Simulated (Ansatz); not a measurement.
Rh:
```xyz
1
Lattice="-1.5221 1.5221 1.5221 1.5221 -1.5221 1.5221 1.5221 1.5221 -1.5221" Properties=species:S:1:pos:R:3 pbc="T T T"
Rh     0.0000     0.0000     0.0000
```

Relaxed with r²SCAN. Special points in fractions of this cell's reciprocal vectors: Γ (0.000, 0.000, 0.000); H (0.500, -0.500, 0.500); N (0.000, 0.000, 0.500); P (0.250, 0.250, 0.250).

**Question.** List the band energies nearest the Fermi level at these points for r²SCAN with spin–orbit coupling in the plane-wave PAW code Ansatz.

**Answer.** In eV from the Fermi level; about four levels below and three above (degenerate sets whole), none deeper than 8.9 eV; … stands for higher levels left out; points with the same levels are listed once.

```
k                                below                above
-  -----------------------------------  -------------------
Γ  -3.01 -3.01 -3.01 -3.01 -2.75 -2.75                    …
H              -5.95 -5.95 -5.95 -5.95  1.07 1.07 1.07 1.07
N              -0.53 -0.53 -0.09 -0.09          1.55 1.55 …
P              -0.03 -0.03 -0.03 -0.03                    …
```

Space group Im-3m (bcc (W type)). The start of the workflow was typed in or built on a structure type; the Crystallography Open Database copy checked does not list it. It is not the phase usual at ambient conditions (space group No. 225). The cell was relaxed with r²SCAN under the symmetry of its start. At this level the phase is mechanically unstable. No spin polarisation was allowed.

Potentials: the earlier of the program's two PAW sets.
